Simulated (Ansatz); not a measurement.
Values for one crystal, relaxed and computed with PBEsol in the plane-wave PAW code Ansatz; other levels are named.

- Volume per atom = 14.83 Å³
- Electronic character = metallic (no gap)
- Pressure derivative B′ = 5.1
- Gap with spin–orbit coupling = none (metallic)
- Density of states at the Fermi level = 0.54 states/eV per atom (mean over ±0.08 eV)
- Bulk modulus (Birch–Murnaghan fit) = 166 GPa
- Zone-centre stability = no imaginary mode at Γ

Problem. Pick the material that matches.
(A) HfGe, P-6m2 (Hf on 1a, Ge on 1f)
(B) SiNi, Pnma (Si on 4c, Ni on 4c)
(C) Ge2Pt, Pnnm (Ge on 4g, Pt on 2a)
(D) GeRh, Pnma (Rh on 4c, Ge on 4c)

Solution. D, GeRh, Pnma (Rh on 4c, Ge on 4c)

The workflow started from an entry of the Crystallography Open Database (COD). Its standing as an ambient phase is unchecked. Symmetry was held in the PBEsol relaxation. The run is not spin-polarised. Spin–orbit coupling is left out wherever it is not named.

Potentials: the later of the program's two PAW sets.
